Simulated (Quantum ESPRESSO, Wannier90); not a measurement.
**ZnCdS$_{2}$ (P3m1), plane waves to Wannier functions**

Materials Project entry mp-1215475; symmetrised, unrelaxed at this level. Not found in the COD (Crystallography Open Database) copy used; not checked further. Method: PBEsol plane waves in Quantum ESPRESSO 7.5 (PseudoDojo norm-conserving files, 82 Ry, no spin polarisation, no spin-orbit coupling), Bloch states on a 6×6×4 mesh through Γ, Wannier90 4.0.1. Density: 12×12×6 mesh, cold smearing 0.01 Ry.

On the energy scale of pw.x, whose zero is arbitrary, the valence-band maximum lies at 6.60 eV.

Input w.win:

```
num_bands = 23
num_wann = 16
exclude_bands = 1-8,11-20,42-48
num_iter = 1000
conv_tol = 1.0e-6
conv_window = 4
dis_num_iter = 1000
dis_conv_tol = 1.0e-6
dis_froz_max = 9.28
write_hr = true
write_u_matrices = true
begin projections
f=-0.01119,-0.00198,-0.00445: s;p
f=0.33066,-0.34342,-0.49957: s;p
f=0.33811,-0.33854,-0.10256: s;p
f=-0.00463,0.00514,0.34906: s;p
end projections
begin unit_cell_cart
ang
    4.0108001345    0.0000000000    0.0000000000
   -2.0054000672    3.4734548059    0.0000000000
    0.0000000000    0.0000000000    6.6306000000
end unit_cell_cart
begin atoms_frac
Zn   0.0000000000  0.0000000000 -0.0002400000
Cd   0.3333333333 -0.3333333333 -0.4943800000
S    0.3333333333 -0.3333333333 -0.1079900000
S    0.0000000000  0.0000000000  0.3546000000
end atoms_frac
mp_grid = 6 6 4
begin kpoints
0.0000000000 0.0000000000 0.0000000000
0.0000000000 0.0000000000 0.2500000000
0.0000000000 0.0000000000 0.5000000000
... (141 more lines: the 6x6x4 mesh through Gamma)
end kpoints
```

Input of pw2wannier90.x that gives the overlap and projection files (equivalent; here they were cut from one run over all bands):

```
&inputpp
  outdir = './out'
  prefix = 'pwscf'
  seedname = 'w'
  write_amn = .true.
  write_mmn = .true.
/
```

Output w.wout (banner and timings cut):

```
                                    ------
                                    SYSTEM
                                    ------

                              Lattice Vectors (Ang)
                    a_1     4.010800   0.000000   0.000000
                    a_2    -2.005400   3.473455   0.000000
                    a_3     0.000000   0.000000   6.630600

                   Unit Cell Volume:      92.37310  (Ang^3)

                        Reciprocal-Space Vectors (Ang^-1)
                    b_1     1.566567   0.904458  -0.000000
                    b_2     0.000000   1.808915   0.000000
                    b_3     0.000000  -0.000000   0.947604

 *----------------------------------------------------------------------------*
 |   Site       Fractional Coordinate          Cartesian Coordinate (Ang)     |
 +----------------------------------------------------------------------------+
 | zn   1   0.00000   0.00000  -0.00024   |    0.00000   0.00000  -0.00159    |
 | cd   1   0.33333  -0.33333  -0.49438   |    2.00540  -1.15782  -3.27804    |
 | s    1   0.33333  -0.33333  -0.10799   |    2.00540  -1.15782  -0.71604    |
 | s    2   0.00000   0.00000   0.35460   |    0.00000   0.00000   2.35121    |
 *----------------------------------------------------------------------------*
                                ------------
                                K-POINT GRID
                                ------------

             Grid size =  6 x  6 x  4      Total points =  144

 *---------------------------------- MAIN ------------------------------------*
 |  Number of Wannier Functions               :                16             |
 |  Number of Objective Wannier Functions     :                16             |
 |  Number of input Bloch states              :                23             |
 |  Output verbosity (1=low, 5=high)          :                 1             |
 |  Timing Level (1=low, 5=high)              :                 1             |
 |  Optimisation (0=memory, 3=speed)          :                 3             |
 |  Length Unit                               :               Ang             |
 |  Post-processing setup (write *.nnkp)      :                 F             |
 |  Using Gamma-only branch of algorithms     :                 F             |
 *----------------------------------------------------------------------------*
 *------------------------------- WANNIERISE ---------------------------------*
 |  Total number of iterations                :              1000             |
 |  Number of CG steps before reset           :                 5             |
 |  Trial step length for line search         :             2.000             |
 |  Convergence tolerence                     :         0.100E-05             |
 |  Convergence window                        :                 4             |
 |  Iterations between writing output         :                 1             |
 |  Iterations between backing up to disk     :               100             |
 |  Write r^2_nm to file                      :                 F             |
 |  Write xyz WF centres to file              :                 F             |
 |  Write on-site energies <0n|H|0n> to file  :                 F             |
 |  Use guiding centre to control phases      :                 F             |
 |  Use phases for initial projections        :                 F             |
 *----------------------------------------------------------------------------*
 *------------------------------- DISENTANGLE --------------------------------*
 |  Using band disentanglement                :                 T             |
 |  Total number of iterations                :              1000             |
 |  Mixing ratio                              :             0.500             |
 |  Convergence tolerence                     :         1.000E-06             |
 |  Convergence window                        :                 3             |
 *----------------------------------------------------------------------------*
 *-------------------------------- PLOTTING ----------------------------------*
 |  Plotting Hamiltonian in WF basis          :                 T             |
 *----------------------------------------------------------------------------*

       ... (k-mesh section left out)

 Starting a new Wannier90 calculation ...

 Reading overlaps from w.mmn

 Reading projections from w.amn

 *------------------------------- DISENTANGLE --------------------------------*
 +----------------------------------------------------------------------------+
 |                              Energy  Windows                               |
 |                              ---------------                               |
 |                   Outer:   -5.99303  to   22.31800  (eV)                   |
 |                   Inner:   -5.99303  to    9.28000  (eV)                   |
 +----------------------------------------------------------------------------+
   Number of target bands to extract:   16

                   Unitarised projection of Wannier functions
                   ------------------------------------------
   A_mn = <psi_m|g_n> --> S = A.A^+ --> U = S^-1/2.A
   In dis_project... done
   Using an inner window (linner = T)
   In dis_proj_froz... done

                   Extraction of optimally-connected subspace
                   ------------------------------------------
 +---------------------------------------------------------------------+<-- DIS
 |  Iter     Omega_I(i-1)      Omega_I(i)      Delta (frac.)           |<-- DIS
 +---------------------------------------------------------------------+<-- DIS
       1      35.86767068      32.85265991       9.177E-02    <-- DIS
       2      34.07951836      32.12092379       6.098E-02    <-- DIS
       3      32.99461378      31.65904220       4.219E-02    <-- DIS
       4      32.24823685      31.33088174       2.928E-02    <-- DIS
       5      31.72899640      31.08856848       2.060E-02    <-- DIS
       6      31.36106988      30.90528522       1.475E-02    <-- DIS
       ... (lines left out)
      96      30.12719437      30.12716462       9.876E-07    <-- DIS
      97      30.12716673      30.12713874       9.291E-07    <-- DIS
      98      30.12714045      30.12711413       8.736E-07    <-- DIS

             <<<      Delta < 1.000E-06  over  3 iterations     >>>
             <<< Disentanglement convergence criteria satisfied >>>

        Final Omega_I    30.12711413 (Ang^2)

 +----------------------------------------------------------------------------+

 Writing checkpoint file w.chk... done

 *------------------------------- WANNIERISE ---------------------------------*
 +--------------------------------------------------------------------+<-- CONV
 | Iter  Delta Spread     RMS Gradient      Spread (Ang^2)            |<-- CONV
 +--------------------------------------------------------------------+<-- CONV

 ------------------------------------------------------------------------------
 Initial State
  WF centre and spread    1  ( -0.019607, -0.000267, -0.006368 )     2.74646812
  WF centre and spread    2  (  0.001054, -0.002348, -0.290572 )     3.69033976
  WF centre and spread    3  (  0.012316,  0.114721,  0.027738 )     3.62898055
  WF centre and spread    4  ( -0.005212, -0.114022,  0.026450 )     3.65773314
  WF centre and spread    5  (  2.010627, -1.167050, -3.297125 )     2.87040059
  WF centre and spread    6  (  2.005366, -1.158718, -3.454534 )     3.95004107
  WF centre and spread    7  (  2.005015, -1.301346, -3.211183 )     4.01893836
  WF centre and spread    8  (  2.008596, -1.009374, -3.215904 )     4.05856969
  WF centre and spread    9  (  2.032695, -1.171661, -0.703953 )     1.14874591
  WF centre and spread   10  (  2.008265, -1.159140, -0.674494 )     1.81855039
  WF centre and spread   11  (  1.988575, -1.219101, -0.746664 )     1.88307362
  WF centre and spread   12  (  2.010712, -1.087843, -0.744603 )     1.88320809
  WF centre and spread   13  ( -0.022736,  0.017300,  2.349851 )     1.27841881
  WF centre and spread   14  ( -0.001869,  0.002113,  2.448230 )     2.00190178
  WF centre and spread   15  (  0.015049,  0.059363,  2.325925 )     1.84297571
  WF centre and spread   16  ( -0.004335, -0.065201,  2.328338 )     1.83357634
  Sum of centres and spreads ( 16.044510, -9.262574, -6.838868 )    42.31192194

      0     0.423E+02     0.0000000000       42.3119219237  <-- CONV
        O_D=      0.2520328 O_OD=     11.9327750 O_TOT=     42.3119219 <-- SPRD
 ------------------------------------------------------------------------------
      1    -0.387E+00     0.5337581041       41.9249800041  <-- CONV
        O_D=      0.2527885 O_OD=     11.5450774 O_TOT=     41.9249800 <-- SPRD
      2    -0.342E+00     0.5986783771       41.5828203407  <-- CONV
        O_D=      0.2539313 O_OD=     11.2017749 O_TOT=     41.5828203 <-- SPRD
      3    -0.221E+00     0.4993137885       41.3621458759  <-- CONV
        O_D=      0.2432328 O_OD=     10.9917989 O_TOT=     41.3621459 <-- SPRD
      4    -0.122E+00     0.3881576445       41.2406066707  <-- CONV
        O_D=      0.2361718 O_OD=     10.8773207 O_TOT=     41.2406067 <-- SPRD
      5    -0.803E-01     0.3021937899       41.1603439970  <-- CONV
        O_D=      0.2338430 O_OD=     10.7993868 O_TOT=     41.1603440 <-- SPRD
       ... (lines left out)
    100    -0.939E-03     0.0297873699       34.7171664201  <-- CONV
        O_D=      0.1573391 O_OD=      4.4327132 O_TOT=     34.7171664 <-- SPRD
       ... (lines left out)
    200    -0.175E-04     0.0050357178       34.6937103732  <-- CONV
        O_D=      0.1571854 O_OD=      4.4094108 O_TOT=     34.6937104 <-- SPRD
       ... (lines left out)
    276    -0.858E-06     0.0009004276       34.6932901279  <-- CONV
        O_D=      0.1572243 O_OD=      4.4089517 O_TOT=     34.6932901 <-- SPRD
    277    -0.952E-06     0.0008986210       34.6932891759  <-- CONV
        O_D=      0.1572253 O_OD=      4.4089498 O_TOT=     34.6932892 <-- SPRD
    278    -0.900E-06     0.0014451371       34.6932882764  <-- CONV
        O_D=      0.1572244 O_OD=      4.4089498 O_TOT=     34.6932883 <-- SPRD
             <<<     Delta < 1.000E-06  over  4 iterations     >>>
             <<< Wannierisation convergence criteria satisfied >>>
 Final State
  WF centre and spread    1  ( -0.669426,  0.386190,  0.206059 )     2.70255313
  WF centre and spread    2  (  0.002892, -0.002863, -0.853922 )     2.70942493
  WF centre and spread    3  (  0.668026,  0.386057,  0.211397 )     2.70236972
  WF centre and spread    4  ( -0.000704, -0.771189,  0.212066 )     2.70311482
  WF centre and spread    5  (  2.727516, -1.574836, -3.003215 )     2.95083265
  WF centre and spread    6  (  2.003175, -1.155930, -4.179484 )     2.87252016
  WF centre and spread    7  (  1.285189, -1.574771, -2.999278 )     2.95030529
  WF centre and spread    8  (  2.006152, -0.325974, -2.998189 )     2.95015850
  WF centre and spread    9  (  2.407569, -1.390294, -0.876584 )     1.46341144
  WF centre and spread   10  (  2.005631, -1.158086, -0.260753 )     1.51885514
  WF centre and spread   11  (  1.603373, -1.389879, -0.876545 )     1.46352116
  WF centre and spread   12  (  2.005869, -0.693530, -0.876432 )     1.46353081
  WF centre and spread   13  ( -0.373008,  0.216326,  2.213607 )     1.56814036
  WF centre and spread   14  ( -0.002316,  0.001360,  2.816924 )     1.54140537
  WF centre and spread   15  (  0.375025,  0.215232,  2.217001 )     1.56652890
  WF centre and spread   16  ( -0.000315, -0.432289,  2.216831 )     1.56661591
  Sum of centres and spreads ( 16.044648, -9.264476, -6.830519 )    34.69328830

         Spreads (Ang^2)       Omega I      =    30.127114128
        ================       Omega D      =     0.157224378
                               Omega OD     =     4.408949770
    Final Spread (Ang^2)       Omega Total  =    34.693288276
```
